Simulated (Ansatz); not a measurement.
BaCu2S2:
```xyz
5
Lattice="-1.9440 1.9440 6.3206 1.9440 -1.9440 6.3206 1.9440 1.9440 -6.3206" Properties=species:S:1:pos:R:3 pbc="T T T"
Ba     0.0000     0.0000     0.0000
Cu     0.0000     1.9440     3.1603
Cu     1.9440     0.0000     3.1603
S      0.0000     0.0000     8.0924
S      0.0000     0.0000     4.5488
```

Relaxed with r²SCAN.

Task: Give the Bader charges and basin volumes of the independent atoms, r²SCAN in the plane-wave PAW code Ansatz.

Result: 

```tsv
atom	Bader charge (e)	Bader volume (Å³)
Ba1	+1.42	24.9
Cu2	+0.45	12.5
S4	-1.16	22.8
```

Space group I4/mmm. The workflow started from a Materials Project entry (that database holds measured and hypothetical structures alike); the Crystallography Open Database copy checked does not list it. COD files the formula under space group No. 33, 62. Whether it is the stable phase at ambient conditions was not checked. Symmetry was held in the r²SCAN relaxation; whether a distortion lowers the energy is not shown. No spin polarisation was allowed. Spin–orbit coupling is left out wherever it is not named.

Potentials: the later of the program's two PAW sets.
